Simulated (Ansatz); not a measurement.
## SrCd₄Pt₂ squeezed and stretched

A database entry relaxed whole under r2SCAN (P4_2/mnm):

```
Sr Cd Pt
1.0
     8.28058    0.00000    0.00000
     0.00000    8.28058    0.00000
     0.00000    0.00000    4.47727
Sr Cd Pt
2 8 4
Direct
  0.00000 0.00000 0.00000
  0.50000 0.50000 0.50000
  0.84253 0.40796 0.00000
  0.09204 0.34253 0.50000
  0.15747 0.59204 0.00000
  0.90796 0.65747 0.50000
  0.34253 0.09204 0.50000
  0.59204 0.15747 0.00000
  0.65747 0.90796 0.50000
  0.40796 0.84253 0.00000
  0.28163 0.28163 0.00000
  0.21837 0.78163 0.50000
  0.71837 0.71837 0.00000
  0.78163 0.21837 0.50000
```

The cell was scaled uniformly, its shape held, and the atoms relaxed at each volume with plane-wave PAW DFT (Ansatz 0.2.0; r2SCAN, 500 eV, 4×4×8 Γ-centred mesh, fermi-dirac occupations of width 0.100 eV; no spin, no spin-orbit coupling). One row is withheld.

```json
{"volume (Å³/atom)": "20.613", "energy over the lowest (meV/atom)": "23.0", "pressure (GPa)": "6.00"}
{"volume (Å³/atom)": "21.051", "energy over the lowest (meV/atom)": "9.8", "pressure (GPa)": "3.76"}
{"volume (Å³/atom)": "21.490", "energy over the lowest (meV/atom)": "2.4", "pressure (GPa)": "1.80"}
{"volume (Å³/atom)": "21.928", "energy over the lowest (meV/atom)": "0.0", "pressure (GPa)": "0.07"}
{"volume (Å³/atom)": "22.367", "energy over the lowest (meV/atom)": "?", "pressure (GPa)": "?"}
{"volume (Å³/atom)": "22.806", "energy over the lowest (meV/atom)": "8.1", "pressure (GPa)": "-2.82"}
{"volume (Å³/atom)": "23.244", "energy over the lowest (meV/atom)": "17.6", "pressure (GPa)": "-4.00"}
```

**Question.** Fit the pressures of the other rows to the third-order Birch-Murnaghan form.

**Answer.** With f = [(V₀/V)^(2/3) − 1]/2 and P = 3B₀f(1 + 2f)^(5/2)[1 + 3(B₀′ − 4)f/2], least squares gives V₀ = 21.95 Å³ an atom, B₀ = 81.1 GPa and B₀′ = 5.3; the rows miss the fit by less than 0.01 GPa. The slope of the energies differs from these pressures by 0.06 GPa, since they are taken to zero smearing while pressures follow the free energy.

**Question.** What does the withheld row hold?

**Answer.** The fit gives -1.47 GPa at 22.367 Å³; the run gave -1.47 GPa and 2.1 meV an atom.

Caveats: the shape of the cell was held, so B₀ is an upper bound where the axes differ in stiffness; 0 K, fixed nuclei; the symmetry was kept, and this need not be the phase that is stable at 0 K; one mesh for all volumes; every run is gapless at this level; pressure is positive in compression.
